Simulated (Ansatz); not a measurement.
AgI:
```yaml
crystal:
  lattice:
    - [0.00000, 3.31410, 3.31410]
    - [3.31410, 0.00000, 3.31410]
    - [3.31410, 3.31410, 0.00000]
  atoms:
    - { symbol: Ag, position: [0.75000, 0.75000, 0.75000] }
    - { symbol: I, position: [0.00000, 0.00000, 0.00000] }
```

Relaxed with PBE.

Q: Map the electron localisation function on the plane through (0.750, 0.750, 0.750) spanned by u = [1, 0, 0] and v = [-1, 1, 1] in lattice vectors, from plane-wave PAW PBE (Ansatz code).

A: x is the fraction of u, y of v (the angle between them is 90°; rows are the nearest grid lines); atoms in the plane: Ag at (0.00, 0.00), I at (0.50, 0.25).
```
y \ x   0.000  0.0870  0.174  0.261  0.348  0.435  0.565  0.652  0.739  0.826  0.913   1.00
------  -----  ------  -----  -----  -----  -----  -----  -----  -----  -----  -----  -----
1.00    0.867   0.675  0.417  0.157  0.181  0.411  0.411  0.181  0.157  0.417  0.675  0.867
0.909   0.561   0.488  0.299  0.175  0.087  0.049  0.049  0.087  0.175  0.299  0.488  0.561
0.848   0.272   0.236  0.184  0.129  0.057  0.015  0.015  0.057  0.129  0.184  0.236  0.272
0.758   0.096   0.089  0.068  0.037  0.012  0.004  0.004  0.012  0.037  0.068  0.089  0.096
0.697   0.042   0.037  0.025  0.012  0.006  0.004  0.004  0.006  0.012  0.025  0.037  0.042
0.606   0.010   0.009  0.007  0.007  0.015  0.026  0.026  0.015  0.007  0.007  0.009  0.010
0.545   0.004   0.004  0.008  0.030  0.094  0.163  0.163  0.094  0.030  0.008  0.004  0.004
0.455   0.004   0.015  0.117  0.394  0.617  0.701  0.701  0.617  0.394  0.117  0.014  0.004
0.394   0.010   0.053  0.356  0.664  0.701  0.649  0.649  0.701  0.664  0.356  0.053  0.010
0.303   0.042   0.128  0.556  0.697  0.597  0.287  0.287  0.597  0.697  0.556  0.128  0.042
0.242   0.096   0.130  0.490  0.692  0.553  0.167  0.165  0.553  0.692  0.489  0.130  0.096
0.152   0.272   0.201  0.158  0.588  0.656  0.556  0.556  0.656  0.590  0.158  0.201  0.272
0.0909  0.561   0.478  0.211  0.229  0.670  0.682  0.682  0.671  0.229  0.211  0.478  0.561
0.000   0.867   0.675  0.417  0.157  0.181  0.411  0.411  0.181  0.157  0.417  0.675  0.867
```

The density is the valence pseudo-density with augmentation charge, so density and ELF within about 1 Å of a nucleus are not all-electron values.

Space group F-43m (zinc blende). Symmetry was held in the PBE relaxation; phonons on a q-mesh show no instability. No spin polarisation was allowed. Spin–orbit coupling is left out wherever it is not named.

Potentials: the later of the program's two PAW sets.
